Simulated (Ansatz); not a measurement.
InSb (zinc blende, F-43m) at seven volumes, DFT-r²SCAN in the program Ansatz with PAW potentials, scaled uniformly. One row is withheld.

```csv
V (Å³/atom),P (GPa)
32.054,5.15
33.111,3.12
34.167,1.42
35.224,0.00
36.281,-1.19
37.338,-2.20
38.394,?
```

Problem. Fit the shown pressures and predict the withheld one.

Solution. P = (3/2)B₀(x^(7/2) − x^(5/2))[1 + (3/4)(B′ − 4)(x − 1)] with x = (V₀/V)^(2/3). Least squares on the six rows gives V₀ = 35.223 Å³/atom, B₀ = 43.4 GPa, B′ = 4.86. At V = 38.394, x = 0.9442 and P = -3.04 GPa. The run itself gave -3.05 GPa.

The r²SCAN relaxation kept the symmetry of its start. Spin–orbit coupling is left out wherever it is not named.

Potentials: the later of the program's two PAW sets.
